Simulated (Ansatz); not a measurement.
Given:

ZnS:
```
ZnS
1.0
    3.73813     0.00000     0.00000
   -1.86906     3.23731     0.00000
    0.00000     0.00000     6.14304
Zn S
2 2
Direct
  0.33333   0.66667   0.00059
  0.66667   0.33333   0.50059
  0.33333   0.66667   0.37441
  0.66667   0.33333   0.87441
```

This is the LDA-relaxed structure. x, y and z are the axes in which the lattice vectors are written.

Task: All from LDA (plane waves, PAW; program Ansatz), unless another level is named. Estimate the vibrational entropy at 300 K.

Result: 28.9 J/(K·mol of atoms).

Task: Predict the piezoelectric stress constants (proper, relaxed ions, C/m²).

Result: e15 = e24 = -0.11, e31 = e32 = -0.17, e33 = 0.20.

Task: What about the zero-point energy?

Result: 41.1 meV/atom.

Task: What about the highest zone-centre frequency (without LO–TO term)?

Result: 349 cm^-1.

Space group P6_3mc (wurtzite). Symmetry was held in the LDA relaxation. Signs of piezoelectric constants follow the polarity of the cell as given.

Potentials: the earlier of the program's two PAW sets. The files were generated under PBE; for other functionals the program regenerates the frozen cores, and for LDA and PBEsol the local potential too.
